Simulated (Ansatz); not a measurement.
C$_{8}$H$_{4}$N$_{6}$PtZn:
```yaml
crystal:
  lattice:
    - [7.12011, 0.00000, 0.00000]
    - [0.00000, 7.38794, 0.00000]
    - [0.00000, 0.00000, 7.42090]
  atoms:
    - { symbol: Zn, position: [0.00000, 0.00000, 0.00000] }
    - { symbol: Pt, position: [0.00000, 0.50000, 0.50000] }
    - { symbol: N, position: [0.00000, 0.80075, 0.79733] }
    - { symbol: C, position: [0.00000, 0.68898, 0.68790] }
    - { symbol: N, position: [0.00000, 0.19925, 0.79733] }
    - { symbol: C, position: [0.00000, 0.31102, 0.68790] }
    - { symbol: N, position: [0.00000, 0.80075, 0.20267] }
    - { symbol: C, position: [0.00000, 0.68898, 0.31210] }
    - { symbol: N, position: [0.00000, 0.19925, 0.20267] }
    - { symbol: C, position: [0.00000, 0.31102, 0.31210] }
    - { symbol: N, position: [0.30658, 0.00000, 0.00000] }
    - { symbol: N, position: [0.69342, 0.00000, 0.00000] }
    - { symbol: C, position: [0.40267, 0.00000, 0.84613] }
    - { symbol: H, position: [0.32147, 0.00000, 0.72281] }
    - { symbol: C, position: [0.40267, 0.00000, 0.15387] }
    - { symbol: H, position: [0.32147, 0.00000, 0.27719] }
    - { symbol: C, position: [0.59733, 0.00000, 0.84613] }
    - { symbol: H, position: [0.67853, 0.00000, 0.72281] }
    - { symbol: C, position: [0.59733, 0.00000, 0.15387] }
    - { symbol: H, position: [0.67853, 0.00000, 0.27719] }
```

This is the r²SCAN+D4-relaxed structure. Tensor components refer to the Cartesian frame of this cell.

Q: All from the program Ansatz at the r²SCAN+D4 level (PAW), unless another level is named. Give the electron effective mass.

A: 2.8, 4.6, 5.3 mₑ (principal values).

Q: Next, the hole effective mass?

A: 0.82, 5.8, 14 mₑ (principal values).

Q: Predict the smallest direct gap on the standard path.

A: 3.33 eV.

Q: And the formation energy from the elements (no fitted shifts)?

A: 0.11 eV/atom.

Q: Next, the valence-band maximum?

A: at Y (k = 0.000, 0.500, 0.000 in fractions of the reciprocal vectors).

Q: Give the conduction-band minimum.

A: at S (k = 0.500, 0.500, 0.000 in fractions of the reciprocal vectors).

Space group Pmmm. The cell is a constructed one: a structure type filled with these elements; neither database checked (COD, Materials Project) lists it. Its standing as an ambient phase is unchecked. The cell was relaxed with r²SCAN+D4 under the symmetry of its start; its stability against distortions is not shown here. No spin polarisation was allowed. The references are the lowest solids computed at this level, not always the standard phases (solids in place of the gases). Spin–orbit coupling is left out wherever it is not named.

Potentials: the later of the program's two PAW sets.
